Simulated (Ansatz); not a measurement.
Consider the following.

PbS:
```
PbS
1.0
    4.98869     0.00000     0.00000
    0.00000     4.98869     0.00000
    0.00000     0.00000     3.89897
Pb S
2 2
Direct
  0.50000   0.00000   0.33054
  0.00000   0.50000   0.66946
  0.00000   0.00000   0.00000
  0.50000   0.50000   0.00000
```

This is the LDA-relaxed structure. Cartesian axes are those of the cell as given.

**Question.** All from LDA (plane waves, PAW; program Ansatz), unless another level is named. Estimate the band gap.

**Answer.** 0.31 eV (indirect).

**Question.** Give the smallest direct gap on the standard path.

**Answer.** 0.73 eV.

**Question.** Predict the hole effective mass.

**Answer.** 0.24, 0.84, 1.3 mₑ (principal values).

**Question.** And the conduction-band minimum?

**Answer.** off the standard path, at k = (-0.128, -0.128, 0.385) in fractions of the reciprocal vectors.

Space group P4/nmm. The start of the workflow was typed in or built on a structure type; neither database checked (COD, Materials Project) lists it. It is not the phase usual at ambient conditions (space group No. 225). The LDA relaxation kept the symmetry of its start. At this level the phase is mechanically unstable. The volume moved by -25 % from the start of the relaxation. A crystal of weakly bound layers computed without a dispersion correction: the cell and the soft elastic constants depend strongly on that. Spin–orbit coupling is left out wherever it is not named.

Potentials: the earlier of the program's two PAW sets. The files were generated under PBE; for other functionals the program regenerates the frozen cores, and for LDA and PBEsol the local potential too.
